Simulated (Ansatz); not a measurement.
The start is a relaxed Ti cell, doubled along one cell vector, shaken by Gaussian noise of σ = 0.08 Å a coordinate. The structure is fully relaxed (lattice and positions, P = 0) with r2SCAN (plane waves to 500 eV, PAW, scalar-relativistic; Ansatz, a first-principles code). First-step values are on the input's coarse k-mesh.

Ansatz input (later rounds restart from its end on a renewed k-mesh):
Ansatz 0.2 input:
```yaml
crystal:
  lattice:
    - [5.2898077308, 0, 0]
    - [0, 2.6449038654, 0]
    - [0, 0, 2.5862723486]
  atoms:
    - { symbol: Ti, position: [0.2589620746, 0.5233535758, 0.0200013154] }
    - { symbol: Ti, position: [0.7737234339, 0.4865208648, 0.0641159852] }
basis: { ecutwfc: 500, ecutrho_ratio: 4, xc_grid: 4, fft_grid_basis: typed }
kpoints: { mp_grid: { grid: [6, 12, 12] } }
hamiltonian:
  xc: r2scan
  dispersion: none
  pseudopotentials: { kind: paw }
scf: { occupations: { method: fermi_dirac, width: 0.05 } }
relax: { f_tol: 0.01, max_steps: 100, cell: { stress_tol: 0.02 } }
output: { forces: true, stress: true }
```

- Largest initial force: 0.54 eV/Å, on Ti1, Ti2 (atoms numbered as listed)
- Energy released: 0.83 eV/atom
- Relative to the parent: It does not go back: it reaches P4/nmm (No. 129), 0.83 eV/atom below the parent
- Band gap at the end: zero (metallic)
- Optimiser moves: 14

Final values are on a 17×17×10 k-mesh of the relaxed cell. No spin polarisation in the result.

The run could not lose the symmetry of its start: the end is stationary, and may be a saddle point rather than a minimum.

The relaxed structure here is a generated cell of Ti: the first start was made by a random draw of sites in a space group, and the end was not matched to a known phase here, so it may be hypothetical. Known forms of Ti include space group No. 194.
